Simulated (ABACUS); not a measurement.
Input and output of a self-consistent single point for GePd (Pnma, 8 atoms in the cell; from Materials Project mp-1424, changed as shown) (ABACUS).

All values come from this method and carry its errors: LDA (PW92), numerical atomic orbitals TZDP (confined pseudo-atomic orbitals with Gaussian additions; energy shift 0.01 Ry), PseudoDojo 0.4 standard norm-conserving LDA (tails mended) pseudopotentials in ABACUS.

The change in words: lattice scaled by 0.98. Reference geometry (Pnma):
```
CELL_PARAMETERS angstrom
      5.78357     0.00000     0.00000
      0.00000     3.54926     0.00000
      0.00000     0.00000     6.29615
ATOMIC_POSITIONS crystal
  Ge 0.81460 0.75000 0.57781
  Ge 0.18540 0.25000 0.42219
  Ge 0.68540 0.25000 0.07781
  Ge 0.31460 0.75000 0.92219
  Pd 0.99622 0.75000 0.19099
  Pd 0.00378 0.25000 0.80901
  Pd 0.50378 0.25000 0.69099
  Pd 0.49622 0.75000 0.30901
```

Reference input (self-consistent single point, DFT, LDA (PW92), numerical atomic orbitals TZDP (confined pseudo-atomic orbitals with Gaussian additions; energy shift 0.01 Ry), PseudoDojo 0.4 standard norm-conserving LDA (tails mended) pseudopotentials): basis = TZDP numerical atomic orbitals, energy shift 0.01 Ry; KPT = Gamma 4 6 4 0 0 0; basis_type = lcao; dft_functional = PWLDA; ecutwfc = 100 Ry; smearing_method = fd; smearing_sigma = 0.00734986 Ry; potentials = PseudoDojo 0.4 standard norm-conserving LDA (tails mended); symmetry = 1; ks_solver = genelpa; scf_nmax = 100; scf_thr = 1.0e-07. This run's input differs from it in these lines:

```diff
@@ -32,5 +32,5 @@
 LATTICE_VECTORS
-  10.9293633226    0.0000000000    0.0000000000
-   0.0000000000    6.7071293451    0.0000000000
-   0.0000000000    0.0000000000   11.8979991396
+  10.7107768120    0.0000000000    0.0000000000
+   0.0000000000    6.5729871361    0.0000000000
+   0.0000000000    0.0000000000   11.6600391568
```

Output, abridged:

```
 SELF-CONSISTENT
 -------------------------------------------

                  longest orb rcut (Bohr) = 7.9
   longest nonlocal projector rcut (Bohr) = 1.94
                     search radius (Bohr) = 19.7

                          real space grid = [ 72, 45, 75 ]

                                 init_chg = atomic

 LCAO ALGORITHM --------------- ION=   1  ELEC=   1--------------------------------

 Density error is 0.0898973855389
 E_KohnSham     -1791.8138347434     -24378.8779077402
 E_Fermi        1.4214141983         19.3393323148

 LCAO ALGORITHM --------------- ION=   1  ELEC=   2--------------------------------

   [... lines left out ...]

   [... 6 blocks of this kind left out ...]

 LCAO ALGORITHM --------------- ION=   1  ELEC=   9--------------------------------

 Density error is 1.95971383513e-07
 E_KohnSham     -1793.8210267489     -24406.1871559958
 E_Fermi        1.3100709795         17.8244301053

 LCAO ALGORITHM --------------- ION=   1  ELEC=  10--------------------------------

 Density error is 1.90792227414e-08
 E_KohnSham     -1793.8210267489     -24406.1871559951
 E_KS(sigma->0) -1793.8193911619     -24406.1649026924
 E_entropy(-TS) -0.0032711740        -0.0445066054
 E_Fermi        1.3100710174         17.8244306219
 charge density convergence is achieved
 final etot is -24406.187156 eV
 EFERMI = 17.824430622 eV

 STATE ENERGY(eV) AND OCCUPATIONS    NSPIN == 1
   [... 74 lines left out ...]

 TOTAL-FORCE (eV/Angstrom)
                       Ge1         0.0328018591         0.0000000000         0.0221552327
                       Ge2        -0.0328018591         0.0000000000        -0.0221552327
                       Ge3        -0.0328018591         0.0000000000         0.0221552327
                       Ge4         0.0328018591         0.0000000000        -0.0221552327
                       Pd1        -0.0935300411         0.0000000000        -0.1260365793
                       Pd2         0.0935300411         0.0000000000         0.1260365793
                       Pd3         0.0935300411         0.0000000000        -0.1260365793
   [... lines left out ...]

 TOTAL-STRESS (KBAR)
        33.6145327339         0.0000000000         0.0000000000
        -0.0000000000        27.4111317412         0.0000000000
         0.0000000000         0.0000000000        24.6981341494
 TOTAL-PRESSURE: 28.574600 KBAR

 --------------------------------------------
 !FINAL_ETOT_IS -24406.1871559951032395 eV
 --------------------------------------------
```

The run converged in 10 iterations. Against the reference run the free energy falls by 13.2 meV/atom, the pressure goes from -6.72 to 2.86 GPa and the largest force goes from 0.106 to 0.157 eV/Å.

The atom-centred basis is finite, which shifts total energies, pressures and forces against plane waves. The structure comes from a collection of computed structures, made at another level of theory; the collection holds predicted forms beside known ones. No clean gap shows at this smearing width and mesh (spacing up to 0.30 Å⁻¹); the mesh is coarse for partly filled bands, so the values carry mesh errors.

Cost on one core: very roughly 100 core-seconds.

The atomic orbitals were generated for these runs; they are not ABACUS's published sets and were checked against plane waves on a few crystals only.

“Tails mended”: in these copies of the files the far tail of each local potential was reset to the Coulomb form.
